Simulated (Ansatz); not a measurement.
MgS (rock salt, space group No. 225) at seven volumes, r²SCAN in the plane-wave PAW code Ansatz, scaled uniformly. One row is withheld.

```tsv
V (Å³/atom)	P (GPa)
16.039	9.11
16.568	5.61
17.097	2.60
17.626	0.01
18.154	?
18.683	-4.13
19.212	-5.77
```

Task: Fit the shown pressures and predict the withheld one.

Result: P = (3/2)B₀(x^(7/2) − x^(5/2))[1 + (3/4)(B′ − 4)(x − 1)] with x = (V₀/V)^(2/3). Least squares on the six rows gives V₀ = 17.629 Å³/atom, B₀ = 79.8 GPa, B′ = 4.01. At V = 18.154, x = 0.9806 and P = -2.21 GPa. The run itself gave -2.21 GPa.

Space group Fm-3m (rock salt). The cell was relaxed with r²SCAN under the symmetry of its start.

Potentials: the earlier of the program's two PAW sets.
